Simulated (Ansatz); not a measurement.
CsSnI3 (cubic perovskite)

```cif
data_CsI3Sn
_chemical_formula_sum 'Cs1 Sn1 I3'
_space_group_name_H-M_alt 'P 1'
_space_group_IT_number 1
_cell_length_a 6.27122
_cell_length_b 6.27122
_cell_length_c 6.27122
_cell_angle_alpha 90.000
_cell_angle_beta 90.000
_cell_angle_gamma 90.000
loop_
_space_group_symop_operation_xyz
  'x, y, z'
loop_
_atom_site_label
_atom_site_type_symbol
_atom_site_fract_x
_atom_site_fract_y
_atom_site_fract_z
_atom_site_occupancy
Cs1 Cs 0.00000 0.00000 0.00000 1
Sn1 Sn 0.50000 0.50000 0.50000 1
I1 I 0.00000 0.50000 0.50000 1
I2 I 0.50000 0.50000 0.00000 1
I3 I 0.50000 0.00000 0.50000 1
```

Equation-of-state scan: isotropic scaling of the cell above, V₀ being its volume. Symmetry pins the atoms to their sites.

Computed with PBE (plane waves to 420 eV, PAW, scalar-relativistic; Ansatz, a quantum-chemistry and plane-wave program). k mesh 6×6×6 (Γ-centred), Fermi-Dirac smearing 0.05 eV. E stands for the smeared free energy. Stress and pressure are positive under compression. On this mesh the relaxed cell isn't quite at rest: it carries a pressure of 0.1 GPa (compression positive) at the zero of the scan. CsSnI3 was relaxed with its symmetry unable to fall. Spin-orbit coupling is left out, though I is heavy. The PAW data are Ansatz's earlier set. This is a high-temperature form of CsSnI3. ΔE is measured from the relaxed starting cell.

| V/V₀ | ΔE (eV/atom) | P (GPa) |
|---|---|---|
| 0.940 | [?] | 1.24 |
| 0.952 | 0.0078 | 0.98 |
| 0.964 | [?] | 0.74 |
| 0.976 | [?] | 0.52 |
| 0.988 | 0.0008 | 0.31 |
| 1.000 | 0.0000 | 0.11 |
| 1.012 | -0.0001 | -0.08 |
| 1.024 | 0.0006 | -0.25 |
| 1.036 | 0.0018 | -0.41 |
| 1.048 | 0.0036 | -0.56 |
| 1.060 | [?] | -0.70 |

Question: Some entries are withheld; supply them.

Answer: 
- 0.940, ΔE (eV/atom): 0.0119
- 0.964, ΔE (eV/atom): 0.0046
- 0.976, ΔE (eV/atom): 0.0023
- 1.060, ΔE (eV/atom): 0.0059

(A scan under strain: stresses follow from slopes of the energy per volume, elastic moduli from its curvatures.)
